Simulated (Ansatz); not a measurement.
Polymorphs of CoW, each relaxed with PBE (plane waves, PAW; program Ansatz):

A: rock salt (Fm-3m)
a = 4.876 Å, b = 4.876 Å, c = 4.876 Å, α = 90.00°, β = 90.00°, γ = 90.00°

```csv
atom,site,symmetry,x,y,z
Co,4a,m-3m,0.0000,0.0000,0.0000
W,4b,m-3m,0.5000,0.5000,0.5000
```

B: Cmcm
a = 2.6834 Å, b = 9.6434 Å, c = 4.0875 Å, α = β = γ = 90.00°

| atom | site | symmetry | x | y | z |
|---|---|---|---|---|---|
| W | 4c | m2m | 0.0000 | 0.3427 | 0.2500 |
| Co | 4c | m2m | 0.0000 | 0.0733 | 0.2500 |

**Question.** Rank these by energy per atom at 0 K (lowest first), as PBE gives it.

**Answer.** B (+0 meV/atom), A (+745 meV/atom)

Typed or built starts, not in the databases checked: A; B. Began spin-polarised and lost the moments: A; B. All cells were relaxed under the symmetry of their starts (and spin orders); stability against distortions was not tested throughout. Spin–orbit coupling is left out wherever it is not named.

Energies hold the estimated change up to a 700 eV cutoff; steps of a few meV lie near the error of the meshes.

Potentials: the earlier of the program's two PAW sets.
